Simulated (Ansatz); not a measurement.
AgRhO2:
```xyz
4
Lattice="1.5267 0.8815 6.1918 -1.5267 0.8815 6.1918 0.0000 -1.7629 6.1918" Properties=species:S:1:pos:R:3 pbc="T T T"
Ag     0.0000     0.0000     0.0000
Rh     0.0000     0.0000     9.2877
O      0.0000     0.0000    16.4808
O      0.0000     0.0000     2.0947
```

Relaxed with PBEsol. Special points in fractions of this cell's reciprocal vectors: Γ (0.000, 0.000, 0.000); T (0.500, 0.500, 0.500); H2 (0.820, 0.180, 0.500); H0 (0.500, -0.180, 0.180); L (0.500, 0.000, 0.000); S0 (0.340, -0.340, 0.000); S2 (0.660, 0.000, 0.340); F (0.500, 0.000, 0.500).

Problem. List the band energies nearest the valence-band maximum at these points for the program Ansatz at the PBEsol with spin–orbit coupling level (PAW).

Solution. In eV from the valence-band maximum; about four levels below and three above (degenerate sets whole), none deeper than 8.9 eV; points with the same levels are listed once.

| k | below | above |
|---|---|---|
| Γ | -1.75 -1.75 -1.05 -1.05 | 1.36 1.36 2.94 2.94 |
| T | -1.78 -1.78 -0.09 -0.09 | 2.08 2.08 2.77 2.77 |
| H2 | -0.43 -0.43 -0.01 -0.01 | 2.15 2.15 2.18 2.18 |
| L | -0.85 -0.85 -0.47 -0.47 | 2.09 2.09 2.49 2.49 |
| S0 | -0.41 -0.41 -0.02 -0.02 | 2.14 2.14 2.17 2.17 |
| F | -0.81 -0.81 -0.32 -0.32 | 2.08 2.08 2.31 2.31 |

Space group R-3m. The first step of the workflow began from a Materials Project structure, measured or hypothetical; the Crystallography Open Database copy checked does not list it. Its standing as an ambient phase is unchecked. The cell was relaxed with PBEsol under the symmetry of its start; its stability against distortions is not shown here. The run is not spin-polarised.

Potentials: the later of the program's two PAW sets.
